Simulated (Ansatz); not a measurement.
The elements of this relaxed trial crystal are hidden behind letters.

```
lattice vectors (Å)
   3.5910    0.0000    0.0000
   0.0000    3.5910    0.0000
   0.0000    0.0000    6.5125
fractional positions
X 0.5000 0.0000 0.8699
X 0.0000 0.5000 0.1301
Z 0.5000 0.0000 0.3293
Z 0.0000 0.5000 0.6707
```

The calculation used DFT PBE, scalar-relativistic, plane waves, PAW (Ansatz 0.2.0). The final run on the 4-atom cell used 420 eV, a Γ-centred 14×14×8 mesh, 0.10 eV smearing and no spin polarisation.

- Space group: P4/nmm (No. 129)
- Conventional cell: a = 3.591 Å, c = 6.512 Å
- Volume per atom: 21.00 Å³
- Density: 8.49 g/cm³
- Energy over the elements: −0.22 eV/atom
- Gap on the 14×14×8 mesh of the 4-atom cell: 0 eV (a metal)

Energies are uncorrected and count from the elements' standard states at the same level.

Question: X is a d-block element of period 5 and Z is a p-block element of period 5. Which elements are they?

Answer: X = Nb, Z = Sb, so the formula is NbSb. Density times volume gives a mean mass of 8.49 × 21.00/1.6605 = 107.4 u per atom, and this set has 107.3 u. Nb has 5 Sb at 2.85–2.99 Å, 4 Nb at 3.05 Å, 1 Sb at 3.52 Å and 4 Nb at 3.59 Å; Sb has 5 Nb at 2.85–2.99 Å, 4 Sb at 3.38 Å, 1 Nb at 3.52 Å and 4 Sb at 3.59 Å. Other sets within the hints have nearly the same mass, so mass alone doesn't settle it; this one was computed.

These runs have no spin–orbit coupling, which can matter for Sb. A structure relaxed within its symmetry needn't be a true minimum.
